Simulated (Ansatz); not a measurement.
Ba₄P₂O in space group Cmce (No. 64; Ba on 8f, Ba on 8e, P on 8f, O on 4a), DFT-r²SCAN in the program Ansatz with PAW potentials, all energies at zero smearing, with the estimated change up to a 700 eV cutoff added, with one set of potentials and settings (totals compare only within such a set). Cell of 14 atoms (8 Ba, 4 P, 2 O): -51907.990 eV.

```
element                            reference phase  E (eV/atom)
-------  -----------------------------------------  -----------
Ba                      Im-3m, 1 atoms in the cell   -5964.4614
P                        Cmce, 4 atoms in the cell    -759.1646
O        C2/m, 4 atoms in the cell, spin-polarised    -566.0281
```

Formation energy per atom, worked out: (-51907.990 − 8×(-5964.4614) − 4×(-759.1646) − 2×(-566.0281))/14 = -1.685 eV/atom (-163 kJ per mol of atoms), at 0 K, without zero-point energy or fitted corrections.

The workflow started from a Materials Project entry (that database holds measured and hypothetical structures alike); the Crystallography Open Database copy checked does not list it. Whether it is the stable phase at ambient conditions was not checked. The r²SCAN relaxation kept the symmetry of its start; its stability against distortions is not shown here. The references are the lowest solids computed at this level, not always the standard phases (solids in place of the gases). Spin–orbit coupling is left out wherever it is not named.

Potentials: the later of the program's two PAW sets.
